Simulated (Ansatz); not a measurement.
Task: AgW (CsCl type, space group No. 221) is relaxed with PBE in the plane-wave PAW code Ansatz. What lattice parameters of the conventional cell result?

Result: a = 3.217 Å.

Space group Pm-3m (CsCl type). The start of the workflow was typed in or built on a structure type; neither database checked (COD, Materials Project) lists it. Its standing as an ambient phase is unchecked. The cell was relaxed with PBE under the symmetry of its start; its stability against distortions is not shown here. No spin polarisation was allowed. Its formation energy is positive at this level, so the cell may be metastable or incomplete. Spin–orbit coupling is left out wherever it is not named.

Potentials: the earlier of the program's two PAW sets.
